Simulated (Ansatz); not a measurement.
The relaxed structure here is a generated cell of KMgH3: the first start was made by placing the elements on the sites of a structure type, and the end was not matched to a known phase here, so it may be hypothetical.

The end point of a relaxation of KMgH3. Space group R-3c (No. 167), AFLOW prototype ABC3_hR10_167_a_b_e (G0_1, as in CaCO3). Level of theory: r2SCAN (plane waves to 500 eV, PAW, scalar-relativistic; Ansatz, a quantum-chemistry and plane-wave program).

```xyz
10
Lattice="3.1122 1.7968 5.8665 -3.1122 1.7968 5.8665 0.0000 -3.5937 5.8665" Properties=species:S:1:pos:R:3 pbc="T T T"
Mg     0.0000     0.0000     4.3999
Mg     0.0000     0.0000    13.1997
K      0.0000     0.0000     0.0000
K      0.0000     0.0000     8.7998
H      1.3213     1.7968    10.2664
H     -2.2168     0.2459    10.2664
H      0.8955    -2.0427    10.2664
H     -1.3213    -1.7968     7.3331
H      2.2168    -0.2459     7.3331
H     -0.8955     2.0427     7.3331
```

| Property | Result |
|---|---|
| Volume per atom | 19.68 Å³ |
| Band gap | 3.54 eV, direct at Γ (no spin-orbit coupling) |
| Shortest distances | H–Mg 1.79 Å; H–K 2.67 Å; H–H 3.10 Å |
| k-mesh | 7×7×7 |

Band energies at high-symmetry points (eV from the VBM; labels of this space group; no spin-orbit coupling), from −5 eV up to 5.9 eV:

| point | energies |
|---|---|
| Γ | -3.26 -1.28 -0.75 -0.75 0.00 0.00 3.54 5.31 5.41 5.41 |
| T | -2.44 -2.44 -0.41 -0.41 -0.41 -0.41 5.19 5.19 |
| H2 | -2.08 -2.08 -1.05 -1.05 -0.31 -0.31 4.99 4.99 5.70 5.70 |
| H0 | -2.08 -2.08 -1.05 -1.05 -0.31 -0.31 4.99 4.99 5.70 5.70 |
| L | -2.27 -2.27 -0.53 -0.53 -0.52 -0.52 4.40 4.40 |
| S0 | -2.15 -2.02 -1.14 -0.89 -0.44 -0.24 4.84 5.12 5.41 5.89 |
| S2 | -2.15 -2.02 -1.14 -0.89 -0.44 -0.24 4.84 5.12 5.41 5.89 |
| F | -2.26 -1.88 -1.30 -0.72 -0.45 -0.27 4.73 5.09 5.58 |

No spin polarisation in the result.

The run could not lose the symmetry of its start, so the end can be a saddle point.
